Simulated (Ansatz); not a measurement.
SiO₂ in space group P4_12_12 (No. 92; Si on 4a, O on 8b), PBE (plane waves, PAW; program Ansatz), all energies at zero smearing, with the estimated change up to a 700 eV cutoff added, with one set of potentials and settings (totals compare only within such a set). Cell of 12 atoms (4 Si, 8 O): -7096.431 eV.

```tsv
element	reference phase	E (eV/atom)
Si	Fd-3m, 2 atoms in the cell	-635.8096
O	C2/m, 4 atoms in the cell, spin-polarised	-565.0000
```

Formation energy per atom, worked out: (-7096.431 − 4×(-635.8096) − 8×(-565.0000))/12 = -2.766 eV/atom (-267 kJ per mol of atoms), at 0 K, without zero-point energy or fitted corrections.

Symmetry was held in the PBE relaxation. The references are the lowest solids computed at this level, not always the standard phases (solids in place of the gases).

Potentials: the later of the program's two PAW sets.
